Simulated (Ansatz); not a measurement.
AuSb2 (space group Pa-3)

```yaml
crystal:
  lattice:
    - [6.62458, 0.00000, 0.00000]
    - [0.00000, 6.62458, 0.00000]
    - [0.00000, 0.00000, 6.62458]
  atoms:
    - { symbol: Sb, position: [0.37498, 0.12502, 0.87498] }
    - { symbol: Sb, position: [0.62502, 0.87498, 0.12502] }
    - { symbol: Sb, position: [0.12502, 0.87498, 0.37498] }
    - { symbol: Sb, position: [0.87498, 0.12502, 0.62502] }
    - { symbol: Sb, position: [0.87498, 0.37498, 0.12502] }
    - { symbol: Sb, position: [0.12502, 0.62502, 0.87498] }
    - { symbol: Sb, position: [0.62502, 0.62502, 0.62502] }
    - { symbol: Sb, position: [0.37498, 0.37498, 0.37498] }
    - { symbol: Au, position: [0.00000, 0.50000, 0.50000] }
    - { symbol: Au, position: [0.50000, 0.50000, 0.00000] }
    - { symbol: Au, position: [0.50000, 0.00000, 0.50000] }
    - { symbol: Au, position: [0.00000, 0.00000, 0.00000] }
```

A phonon eigenvector at Γ is frozen into this cell: atom i moves by Q times the vector below, so Q is the largest atomic displacement, in Å. The cell is held.

| atom | x | y | z |
|---|---|---|---|
| Sb1 | -0.285 | 0.285 | -0.285 |
| Sb2 | -0.285 | 0.285 | -0.285 |
| Sb3 | 0.285 | -0.285 | -0.285 |
| Sb4 | 0.285 | -0.285 | -0.285 |
| Sb5 | -0.285 | -0.285 | 0.285 |
| Sb6 | -0.285 | -0.285 | 0.285 |
| Sb7 | 0.285 | 0.285 | 0.285 |
| Sb8 | 0.285 | 0.285 | 0.285 |
| Au9 | -0.577 | 0.577 | -0.577 |
| Au10 | 0.577 | -0.577 | -0.577 |
| Au11 | -0.577 | -0.577 | 0.577 |
| Au12 | 0.577 | 0.577 | 0.577 |

Computed with LDA (plane waves to 420 eV, PAW, scalar-relativistic; Ansatz, a first-principles code). k mesh 6×6×6 (Γ-centred), Fermi-Dirac smearing 0.05 eV. With partly filled bands, energies and forces of such displacements shift with the k mesh and the smearing. AuSb2 was relaxed with its symmetry unable to fall. Spin-orbit coupling is left out, though Au and Sb are heavy. 

```tsv
Q (Å)	−dE/dQ from forces (eV/Å)
-0.180	7.529
-0.150	6.347
-0.120	5.126
-0.090	3.872
-0.060	2.594
-0.030	1.301
0.000	0.000
0.030	-1.301
0.060	-2.594
0.090	-3.872
0.120	-5.126
0.150	-6.347
0.180	-7.529
```

### Question
What harmonic wavenumber does the curvature at Q = 0 give?

### Answer
107 cm⁻¹. E″ = 43.42 eV/Å², M = Σ mᵢ|uᵢ|² = 1024.7 u, ν̃ = 521.5·√(|E″|/M).

(A displaced cell: forces are minus the slopes of the energy, force constants its curvatures, and phonons follow from these.)
